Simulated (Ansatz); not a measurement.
**Zone-centre phonons of SnPt3 at 25 GPa: input and output**

These are results of Ansatz 0.2.0, DFT LDA, scalar-relativistic, plane waves, PAW, not measurements.

Launched with:
```bash
ansatz run input.yaml --threads 1 --pin off --max-ram 3072MiB --backend cpu --events-out ev --progress --plain --runs-dir out
```

Input (bare energies are in eV):
```yaml
crystal:
  lattice:
    - [3.8727821639, 0.0, 0.0]
    - [0.0, 3.8727821639, 0.0]
    - [0.0, 0.0, 3.8727821639]
  atoms:
    - { symbol: Sn, position: [0.0, 0.0, 0.0] }
    - { symbol: Pt, position: [0.0, 0.5, 0.5] }
    - { symbol: Pt, position: [0.5, 0.0, 0.5] }
    - { symbol: Pt, position: [0.5, 0.5, 0.0] }
basis:
  ecutwfc: 420
kpoints:
  mp_grid: { grid: [12, 12, 12] }
hamiltonian:
  xc: lda
scf:
  occupations: { method: fermi_dirac, width: 0.15 }
output:
  eigenvalues: true
phonons:
  method: dfpt
  eigenvectors: true
```

The end of the output:
```
--- Phonons (Γ-DFPT): 3 representative perturbations + reference, on 343 of 1728 k-points (Σ response iterations 20) ---
  k mesh reduced under 8 symmetry operations, with k and −k counted as one. Each operation leaves every solved displacement unchanged or reverses it
  ASR residual: 4.443e-4 → 0.000e0 eV/Å²; symmetrization residual: 6.014e-5 eV/Å²
  ASR residual per site (eV/Å²): 3.09e-4 4.44e-4 4.44e-4 4.44e-4
  Γ frequencies (cm⁻¹): 0.00 0.00 0.00 119.55 119.55 119.55 136.49 136.49 136.49 222.66 222.66 222.66
  non-analytic LO–TO correction: not included (Born effective charges unavailable; polar crystals: no LO–TO splitting at Γ)
```

Time: 10 min on 1 thread of Arm Neoverse V1 (shared host), peak memory 2.1 GiB.

In a metal, frequencies and elastic constants depend on the k mesh and the smearing, soft modes and shear constants most. Spin–orbit coupling is left out, which can shift energies with elements as heavy as these. Other phases may be more stable at this pressure.